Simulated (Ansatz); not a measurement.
BaScO₂F: energy along a strain

BaScO₂F, P4/mmm, a = 4.207 Å, c = 4.211 Å (as given, not relaxed at this level: -9.9 GPa). The structure is a Materials Project entry; whether it is the stable form wasn't checked. Ansatz: LDA, PAW, 420 eV, Γ-centred 6×6×6 mesh on 5 atoms, Gaussian smearing 0.05 eV; no spin polarisation. Cell vectors (Å): 4.207 0.000 0.000; 0.000 4.207 0.000; 0.000 0.000 4.211. The cell is strained by x per cent times the pattern (0 0 1 0 0 0) in the order xx yy zz yz xz xy (engineering shears), with fractional coordinates held. y is the free energy over the start, V0 = 14.907 Å³/atom.

```
x (%) y (meV/atom)
-4.00             ?
-3.00        -19.18
-2.00        -14.81
-1.00         -8.35
 0.00          0.00
 1.00         10.08
 2.00         21.67
 3.00         34.64
 3.50         41.62
 4.00         48.87
```

Question: Fit y = c1 x + c2 x² + c3 x³ to the other rows, get the stiffness along the pattern, and predict the missing energy.

Answer: Least squares on the rows shown. y = 9.2309 x + 0.85963 x² − 0.028419 x³. The clamped-ion stiffness p·C·p = 2 × 8.596 eV × 160.2 / 14.907 Å³ = 185 GPa, which is C33 in these axes (second derivative at the start, which stands under stress). At x = -4.00 the fit asked for gives -21.35 meV/atom. The run gave -21.20 meV/atom, so the fit is 0.15 meV/atom too low, 0.21 % of the span of the series, against an rms of 0.01 meV/atom on the fitted rows. The row lies outside the fitted range. With a term in x⁴ added, a fit to the same known rows predicts -21.24 meV/atom, so most of the miss is curvature that the known rows already hold.